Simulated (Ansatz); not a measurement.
Clean, relaxed (111) surface of Os, space group Fm-3m (No. 225) (top face towards +c; atoms held fixed, by place in the list: 1, 2):

```yaml
crystal:
  lattice:
    - [2.70138, 0.00000, 0.00000]
    - [-1.35069, 2.33946, 0.00000]
    - [0.00000, 0.00000, 23.61699]
  atoms:
    - { symbol: Os, position: [0.66667, 0.33333, 0.35991] }
    - { symbol: Os, position: [0.33333, 0.66667, 0.45330] }
    - { symbol: Os, position: [0.00000, 0.00000, 0.54762] }
    - { symbol: Os, position: [0.66667, 0.33333, 0.63723] }
```

The calculation used Ansatz 0.2.0, DFT PBEsol, scalar-relativistic, plane waves, PAW. Plane waves to 420 eV, a k mesh through Γ of 12×12×1 on the computed 4-atom cell and Gaussian smearing (0.10 eV); no spin polarisation. A dipole correction removes the field between periodic images along c.

N (atom) is adsorbed on the top face, one adsorbate per 6.3 Å², and relaxed from 3 starting sites (fractions of a and b). E_ads counts from the clean slab and the free adsorbate (spin-polarised where it has unpaired electrons); negative means bound. Heights count from the highest slab atom after relaxation. Δφ is the top face's. Δp counts per cell along +c. Bonded neighbours lie within 1.25 times the sum of covalent radii (1.35 for H) and, on that scale, within 12 % of the closest. With the adsorbate the cell is lengthened along c to keep the vacuum.

```csv
start,ends at,E_ads (eV),height (Å),shortest contact,Δφ (eV),Δp (e·Å)
"top (Os) at (0.67, 0.33)","(0.67, 0.33), 1 bonded neighbour (Os)",-4.37,1.67,N–Os 1.67 Å,+1.71,-0.059
"hollow (Os-Os-Os) at (0.33, 0.67)","(0.33, 0.67), 3 bonded neighbours (Os)",-5.36,1.24,N–Os 2.00 Å,+2.11,-0.074
"bridge (Os-Os) at (0.17, 0.83)","(0.00, 0.00), 3 bonded neighbours (Os)",-5.72,1.25,N–Os 2.00 Å,+2.19,-0.078
```

Among the sites tried, the lowest end comes from the bridge (Os-Os) at (0.17, 0.83) start; other sites may lie lower.

Each end is the local minimum or symmetric point that its start leads to. This isn't the usual crystal structure of Os. The slab is only 6.6 Å thick, so the energies aren't converged with thickness.

Spin polarisation was left out, and a magnetic state may lie lower.